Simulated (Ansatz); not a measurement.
The elements of this relaxed trial crystal are hidden behind letters.

```
lattice vectors (Å)
   0.0000    2.9933    2.9933
   2.9933    0.0000    2.9933
   2.9933    2.9933    0.0000
fractional positions
X 0.7500 0.7500 0.7500
X 0.2500 0.2500 0.2500
X 0.0000 0.0000 0.0000
Z 0.5000 0.5000 0.5000
```

Computed with Ansatz, DFT PBE, scalar-relativistic, plane waves, PAW. Cutoff 420 eV, Γ-centred 14×14×14 mesh (4-atom cell), Gaussian smearing of 0.10 eV, no spin polarisation.

```
Space group                                 : Fm-3m (No. 225)
Conventional cell                           : a = 5.987 Å
Volume per atom                             : 13.41 Å³
Density                                     : 3.20 g/cm³
Energy over the elements                    : −0.18 eV/atom
Gap on the 14×14×14 mesh of the 4-atom cell : 0 eV (a metal)
```

Energies are uncorrected and count from the elements' standard states at the same level.

Q: X is a p-block element of period 3 and Z is a p-block element of period 2. Which elements are they?

A: X = Si, Z = F, so the formula is Si3F, here in the BiF3 (D0_3) type. Density times volume gives a mean mass of 3.20 × 13.41/1.6605 = 25.8 u per atom, and this set has 25.8 u. Among the elements that the hints allow, noble gases aside, only these give it. Around Si on a site of symmetry -43m lie 4 F at 2.59 Å, 4 Si at 2.59 Å and 6 Si at 2.99 Å; Si on a site of symmetry m-3m has 8 Si at 2.59 Å and 6 F at 2.99 Å; F is surrounded by 8 Si at 2.59 Å and 6 Si at 2.99 Å (long against covalent radii, as for large ions).

An odd number of electrons in the primitive cell allows no gap without spin; a larger cell or a magnetic state could open one. A structure relaxed within its symmetry needn't be a true minimum.
